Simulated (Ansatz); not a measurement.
BN (P6_3/mmc) from a database of computed structures (r2SCAN+rVV10 geometry), in Ansatz:

```yaml
crystal:
  lattice:
    - [2.49958, 0.00000, 0.00000]
    - [-1.24979, 2.16470, 0.00000]
    - [0.00000, 0.00000, 6.58424]
  atoms:
    - { symbol: B, position: [0.00000, 0.00000, 0.75000] }
    - { symbol: B, position: [0.00000, 0.00000, 0.25000] }
    - { symbol: N, position: [0.66667, 0.33333, 0.25000] }
    - { symbol: N, position: [0.33333, 0.66667, 0.75000] }
```

G0W0@PBE with 263 empty bands, a screening cutoff of 220 eV and a 9×9×4 mesh (PAW, contour deformation) gives 5.196 eV over the mesh points, from a PBE gap of 3.597 eV; it sums over 271 bands with 237 plane waves in the screening and a wave cutoff of 420 eV. No extrapolation in bands, cutoff or mesh was made for G0W0. No spin polarisation and no zero-point or thermal motion.

Problem. Estimate the gap with starting point HSE06.

Solution. 5.834 eV (+0.638 eV), from a Kohn-Sham gap of 4.887 eV.

Problem. Another run gave a Kohn-Sham gap of 3.597 eV and a G0W0 gap of 5.112 eV, summing over 271 bands with 237 plane waves in the screening and a wave cutoff of 420 eV. What was changed?

Solution. Frequency model Godby-Needs pole. Only the quasiparticle gap differs.

Problem. Estimate the gap with starting point PBE0.

Solution. 6.046 eV (+0.850 eV), from a Kohn-Sham gap of 5.621 eV.
